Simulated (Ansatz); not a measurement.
Method: r2SCAN, no spin polarisation; PAW, plane waves to 500 eV, 6×6×4 Γ-centred mesh, fermi-dirac occupations (width 0.0579 eV) (Ansatz 0.2.0), atoms fixed.

Computed maps in the lattice plane spanned by a (left to right, 5.92 Å, 18 points from zero) and c (bottom to top, 7.99 Å, 24 points from zero), 90° apart, at height 0.290 along b. The fields are smooth PAW ones with compensation charges, not the true ones near nuclei.

Valence density. Digits on a logarithmic scale: 0 up to 0.03 e/Å³, each further digit a factor of 1.6, 9 from 1.3 e/Å³ up:
```
321357887521235665
211234554321123332
233333333333322322
456653223566543443
689975345799864334
899996557999974235
899998778999974235
799999999999964224
578889999888753113
345679999765432112
223468998643222222
222468997532234554
322479999642245665
422479999742246776
422479999632246776
311357997521135554
100135654310023443
100013332100012332
210023443100124554
421246665421246876
632468998632469998
643579999742479999
633589999742479999
532479998642357987
```

ELF. Ten even steps from '0' (0.01) to '9' (0.88):
```
200179999500036776
000004663000000110
023100000023100000
478751002578720000
899984016899970001
996895116977993005
983683224843995007
998863773788984006
788726985378861002
145227886235410000
001113443111000110
000134654210014663
300479888730048997
400588459840069998
400589789830058998
200379999620036776
000136775300001111
000000000000000000
100001110000013443
510058987400268998
720289999810389999
820599899930489779
820599889930389889
610499999820279998
```

Q: The cell is Rb2LiMoO4. Which atoms lie within 0.2 Å of this plane, and where (fractions of a and c)?

A: O at (0.12, 0.72), O at (0.59, 0.72), O at (0.37, 0.41). The whole cell:
```
CELL_PARAMETERS angstrom
5.92261 0.00000 0.00000
2.96131 -5.89390 0.00000
0.00000 0.00000 -7.99185
ATOMIC_POSITIONS crystal
O 0.11910 0.28960 0.71830
O 0.88090 0.71040 0.21830
O 0.59130 0.28960 0.71830
O 0.40870 0.71040 0.21830
Rb 0.39500 0.21000 0.05120
Rb 0.60500 0.79000 0.55120
O 0.36600 0.26800 0.41130
O 0.63400 0.73200 0.91130
Li 0.80110 0.39780 0.82840
Li 0.19890 0.60220 0.32840
O 0.16500 0.67000 0.57640
O 0.83500 0.33000 0.07640
Rb 0.93830 0.12340 0.40680
Rb 0.06170 0.87660 0.90680
Mo 0.30950 0.38100 0.61060
Mo 0.69050 0.61900 0.11060
```

Origin: a known structure type with other elements, at an estimated volume, so it need not be a known compound. Caveats: many states at the Fermi level without spin polarisation, so a magnetic state may lie lower; atoms or cell far from equilibrium.
